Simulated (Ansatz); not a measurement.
PtSe₂ (CdI2 type, P-3m1) under volume change, plane-wave PAW PBE (Ansatz code), shape and atoms relaxed at each volume.

```csv
V (Å³/atom),E − E(relaxed) (meV/atom),P (GPa)
23.970,1.8,0.23
24.760,0.7,0.16
25.551,0.1,0.08
26.341,0.0,0.00
27.131,0.1,-0.05
27.921,(withheld),(withheld)
28.712,(withheld),(withheld)
```

Task: Fill in the missing entries.

Result: 
- 28.712, E − E(relaxed) (meV/atom): 0.7
- 28.712, P (GPa): -0.05
- 27.921, E − E(relaxed) (meV/atom): 0.4
- 27.921, P (GPa): -0.09

Task: What does a third-order Birch–Murnaghan fit give for V₀, B₀ and B′?

Result: V₀ = 26.47 Å³/atom, B₀ = 1.5 GPa, B′ = 10.3.

Symmetry was held in the PBE relaxation. The run is not spin-polarised. The volume lies over 15 % above that of the usual cell of this phase: another minimum, or an error of the functional. A crystal of weakly bound layers computed without a dispersion correction: the cell and the soft elastic constants depend strongly on that. Spin–orbit coupling is left out wherever it is not named.

Potentials: the later of the program's two PAW sets.
